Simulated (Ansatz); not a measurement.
Input:

CsPbCl3 (cubic perovskite, space group No. 221), a = b = c = 5.5168 Å, α = β = γ = 90.00°.

This is the LDA-relaxed structure.

Question: All from DFT-LDA in the program Ansatz with PAW potentials, unless another level is named. Give the Debye temperature from the elastic constants.

Answer: 161 K.

Question: And the highest zone-centre frequency (without LO–TO term)?

Answer: 166 cm⁻¹.

Space group Pm-3m (cubic perovskite). This is a known high-temperature phase of the composition, computed here at zero pressure and temperature. The LDA relaxation kept the symmetry of its start. At this level the phase is dynamically unstable (imaginary phonons). Scalar-relativistic: spin–orbit coupling is off unless named, which matters more the heavier the elements.

Potentials: the later of the program's two PAW sets.
